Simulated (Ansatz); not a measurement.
# Notes on BaTiO3

```xyz
10
Lattice="8.1005 0.0000 0.0000 0.0000 4.0503 0.0000 0.0000 0.0000 4.0503" Properties=species:S:1:pos:R:3 pbc="T T T"
Ba    0.0000    0.0000    0.0000
Ba    4.0503    0.0000    0.0000
Ti    2.0251    2.0251    2.0251
Ti    6.0754    2.0251    2.0251
O     0.0000    2.0251    2.0251
O     4.0503    2.0251    2.0251
O     2.0251    0.0000    2.0251
O     6.0754    0.0000    2.0251
O     2.0251    2.0251    0.0000
O     6.0754    2.0251    0.0000
```

Single point in Ansatz 0.2.0 with r2SCAN, no spin polarisation. Cutoff 500 eV, PAW datasets, 3×6×6 Γ-centred k mesh, gaussian filling (width 0.0689 eV).

Problem. Give the Bader charges.

Solution. Bader charges in e: Ba +1.58, Ti +2.32, O -1.30. In the mean Ti gives up most and O takes most.

Problem. What is the formation energy?

Solution. -3.39 eV an atom against the elements' usual phases (free molecules for gases, crystals otherwise, with no correction for O₂ or N₂), so it is bound against them; other compounds may still compete. Relaxing would lower it.

Problem. Which orbitals make up the band edges?

Solution. Within 0.7 eV of the edges, the states project mainly on O p (95 %) below the gap and on Ti d (90 %) above it.

Problem. What do density and ELF say about some of the short contacts?

Solution. Ti–O at 2.03 Å: least valence density 0.59 e/Å³ and ELF 0.19 there. Ba–O at 2.86 Å: least valence density 0.16 e/Å³ and ELF 0.07 there, a closed-shell (ionic or weak) contact. Both are smooth PAW fields, read partly inside the augmentation spheres.

Problem. Is there a gap, and of what kind?

Solution. The gap is 2.07 eV, indirect (the least direct gap found is 2.22 eV). A semilocal functional usually gives too small a gap.

Origin: a database entry at a rescaled volume.
